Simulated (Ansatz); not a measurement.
A: ZnS (wurtzite), a = 3.845 Å, b = 3.845 Å, c = 6.306 Å, α = 90.00°, β = 90.00°, γ = 120.00°
B: IrO2 (rutile), a = 4.5293 Å, b = 4.5293 Å, c = 3.1798 Å, α = 90.00°, β = 90.00°, γ = 90.00°
C: CdSe (wurtzite), a = b = 4.383 Å, c = 7.156 Å, α = β = 90.00°, γ = 120.00°

Scan: energy over volume and axial ratio (atoms clamped). One method and one kind of scan serve all of them; meshes and ranges differ. All were relaxed with their symmetry unable to fall. IrO2 is run without spin polarisation and with no Hubbard U. Spin-orbit coupling is left out.

### Question
Order them by modulus against c/a change at fixed volume, (3/4V)·∂²E/∂(ln c/a)² (fitted) (highest first) at the level PBE (plane waves to 420 eV, PAW, scalar-relativistic; Ansatz, a first-principles code).

### Answer
B (215 GPa), A (65 GPa), C (38 GPa)

(Under strain, the slope of the energy per volume gives the stress and its curvature an elastic modulus.)
